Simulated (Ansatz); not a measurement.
Consider the following.

AgI:
```cif
data_AgI
_chemical_formula_sum 'Ag1 I1'
_space_group_name_H-M_alt 'P 1'
_space_group_IT_number 1
_cell_length_a 3.68455
_cell_length_b 3.68455
_cell_length_c 3.68455
_cell_angle_alpha 90.000
_cell_angle_beta 90.000
_cell_angle_gamma 90.000
loop_
_space_group_symop_operation_xyz
  'x, y, z'
loop_
_atom_site_label
_atom_site_type_symbol
_atom_site_fract_x
_atom_site_fract_y
_atom_site_fract_z
_atom_site_occupancy
Ag1 Ag 0.00000 0.00000 0.00000 1
I1 I 0.50000 0.50000 0.50000 1
```

This is the LDA-relaxed structure.

Q: All from LDA in the plane-wave PAW code Ansatz, unless another level is named. Give the electronic character.

A: metallic (no gap).

Q: Predict the density of states at the Fermi level.

A: 0.15 states/eV per atom (mean over ±0.08 eV).

Q: Next, the formation energy from the elements (no fitted shifts)?

A: 0.25 eV/atom.

Space group Pm-3m (CsCl type). The workflow started from a Materials Project entry (that database holds measured and hypothetical structures alike); the Crystallography Open Database copy checked does not list it. It is not the phase usual at ambient conditions (space group No. 186, 216). The LDA relaxation kept the symmetry of its start. At this level the phase is mechanically unstable. No spin polarisation was allowed. Its formation energy is positive at this level, so the cell may be metastable or incomplete. The references are the lowest solids computed at this level, not always the standard phases. Spin–orbit coupling is left out wherever it is not named.

Potentials: the earlier of the program's two PAW sets.
